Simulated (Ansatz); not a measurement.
Cu Kα1 powder pattern (kinematic, no thermal factors).
```csv
2θ (°),relative intensity
16.60,11
19.19,4
27.20,2
27.26,2
32.03,5
32.09,3
33.51,90
33.55,90
38.89,100
38.95,50
42.56,3
42.59,1
43.72,2
51.27,1
56.11,16
56.21,64
56.24,16
66.99,25
67.07,25
67.09,12
67.11,12
70.41,16
70.52,16
83.49,10
83.63,5
```

The pattern is computed from a structure relaxed with DFT PBE, scalar-relativistic, plane waves, PAW (Ansatz 0.2.0). No spin polarisation. Its elements are C, Ti, Zr.

**Question.** Give the structure.

**Answer.** Zr3TiC4.
Space group Cmmm (No. 65). a = 6.538 Å, b = 9.243 Å, c = 3.276 Å, α = 90.00°, β = 90.00°, γ = 90.00°
```json
{"atom": "Zr", "site": "2a", "symmetry": "mmm", "x": "0.0000", "y": "0.0000", "z": "0.0000"}
{"atom": "Zr", "site": "4f", "symmetry": "..2/m", "x": "0.2500", "y": "0.2500", "z": "0.5000"}
{"atom": "Ti", "site": "2b", "symmetry": "mmm", "x": "0.5000", "y": "0.0000", "z": "0.0000"}
{"atom": "C", "site": "4i", "symmetry": "m2m", "x": "0.5000", "y": "0.2452", "z": "0.0000"}
{"atom": "C", "site": "4h", "symmetry": "2mm", "x": "0.2597", "y": "0.0000", "z": "0.5000"}
```

A pattern alone doesn't exclude other cells with like lines; this is the one computed.

It was reached by relaxing an invented guess, and it needn't be the stable form of this composition.
